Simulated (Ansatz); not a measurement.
Input:

TeW:
```
CELL_PARAMETERS angstrom
      3.31853     0.00000     0.00000
      0.00000     3.31853     0.00000
      0.00000     0.00000     3.31853
ATOMIC_POSITIONS crystal
  W  0.00000 0.00000 0.00000
  Te 0.50000 0.50000 0.50000
```

This is the r²SCAN-relaxed structure.

### Question
All from r²SCAN (plane waves, PAW; program Ansatz), unless another level is named. Estimate the electronic character.

### Answer
metallic (no gap).

### Question
Predict the density of states at the Fermi level.

### Answer
0.66 states/eV per atom (mean over ±0.08 eV).

### Question
Next, the formation energy from the elements (no fitted shifts)?

### Answer
0.88 eV/atom.

### Question
What about the gap with spin–orbit coupling?

### Answer
none (metallic).

Space group Pm-3m (CsCl type). The cell is a constructed one: a structure type filled with these elements; neither database checked (COD, Materials Project) lists it. Its standing as an ambient phase is unchecked. The r²SCAN relaxation kept the symmetry of its start; its stability against distortions is not shown here. No spin polarisation was allowed. The references are the lowest solids computed at this level, not always the standard phases. Scalar-relativistic: spin–orbit coupling is off unless named, which matters more the heavier the elements.

Potentials: the earlier of the program's two PAW sets.
